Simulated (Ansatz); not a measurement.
**MgZn$_{2}$Te$_{3}$ (P3m1) at 3 levels of theory**

One geometry, relaxed with PBE; plane waves with PAW potentials in Ansatz, scalar-relativistic unless the row names spin-orbit coupling. No spin polarisation but for the spin–orbit row. Gaps are the least over mesh and band path; pressure is positive in compression.

```cif
data_structure
_symmetry_space_group_name_H-M 'P3m1'
_symmetry_Int_Tables_number 156
_cell_length_a 4.4395
_cell_length_b 4.4395
_cell_length_c 10.9405
_cell_angle_alpha 90.000
_cell_angle_beta 90.000
_cell_angle_gamma 120.000
_cell_volume 186.74
loop_
_atom_site_label
_atom_site_type_symbol
_atom_site_symmetry_multiplicity
_atom_site_Wyckoff_symbol
_atom_site_fract_x
_atom_site_fract_y
_atom_site_fract_z
_atom_site_occupancy
Mg1 Mg 1 b 0.33333 0.66667 0.33462 1
Zn1 Zn 1 a 0.00000 0.00000 0.99460 1
Zn2 Zn 1 c 0.66667 0.33333 0.67213 1
Te1 Te 1 a 0.00000 0.00000 0.23947 1
Te2 Te 1 c 0.66667 0.33333 0.91655 1
Te3 Te 1 b 0.33333 0.66667 0.59263 1
```

| level | cutoff (eV) | k mesh | gap (eV) | pressure (GPa) |
| --- | --- | --- | --- | --- |
| PBE | 420 | 6×6×4 | 1.22 | 0.0 |
| r2SCAN | 500 | 6×6×4 | 1.76 | -1.2 |
| PBE with spin-orbit coupling | 420 | 6×6×4 | 0.95 | 0.0 |

Spin-orbit coupling matters for the bands of heavy elements and enters only rows that name it.

It was reached by relaxing an invented guess, and it needn't be the stable form of this composition.
